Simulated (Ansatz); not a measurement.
BeTe (zinc blende, F-43m), a = b = c = 5.6571 Å, α = β = γ = 90.00°; the cell used has 2 atoms.

Relaxed with r²SCAN. 

Question: HSE06 on this cell (Ansatz, a program for electronic structure, PAW) gives a gap of 2.69 eV. What does r²SCAN give?

Answer: 2.38 eV.

Cost on shared cores: the r²SCAN run (SCF on a 9×9×9 mesh, then bands and DOS) around 22 core-seconds (rough), the HSE06 run (SCF on 6×6×6, then a few points) around 100 core-seconds (rough); the tasks are unlike.

The r²SCAN relaxation kept the symmetry of its start; of distortions, only those at the zone centre were tested. Scalar-relativistic: spin–orbit coupling is off unless named, which matters more the heavier the elements.

Potentials: the later of the program's two PAW sets.

Ansatz is a plane-wave DFT program.
